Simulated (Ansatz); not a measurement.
SrTiO$_{3}$: pressure against volume

SrTiO$_{3}$, Pm-3m, a = 3.936 Å. The structure is a COD entry; whether it is the stable form wasn't checked. Ansatz: PBE, PAW, 420 eV, Γ-centred 8×8×8 mesh on 5 atoms, Gaussian smearing 0.02 eV; no spin polarisation. Symmetry fixes shape and atoms, so the cell is only scaled; pressure is positive in compression.

| V (Å³/atom) | P (GPa) |
| --- | --- |
| 10.735 | 28.81 |
| 11.101 | 19.76 |
| 11.467 | 12.08 |
| 11.833 | 5.56 |
| 12.199 | 0.01 |
| 12.565 | -4.71 |
| 12.931 | -8.73 |
| 13.419 | ? |

**Question.** Take V0 = 12.199 Å³/atom, count pressures from its P0 = 0.01 GPa, fit the third-order Birch–Murnaghan form to the other rows, and predict the missing pressure.

**Answer.** With the Eulerian strain f = ½[(V0/V)^(2/3) − 1] and y = (P − P0)/[3f(1 + 2f)^(5/2)], the form is the line y = B0 + 1.5 B0 (B0′ − 4) f. Rows (f, y): 0.04448, 174.4; 0.03245, 173.4; 0.02106, 172.3; 0.01026, 171.4; -0.00976, 169.3; -0.01905, 168.5. Means f = 0.01324, y = 171.55; Σ(Δf)² = 0.002987, ΣΔfΔy = 0.2811; the slope is their ratio. y = 170.3 + 94.13 f GPa, so B0 = 170.3 GPa and B0′ = 4 + 2 × (94.13)/(3 × 170.3) = 4.37. At V = 13.419, f = -0.03078, y = 167.40 and P = -13.18 GPa. The run gave -13.16 GPa, so the fit is 0.02 GPa too low, a small miss on the scale of the series. The form still works here, 22 % of the fitted range beyond its end.

Symmetry holds off the tilts and polar distortions that many cubic perovskites undergo.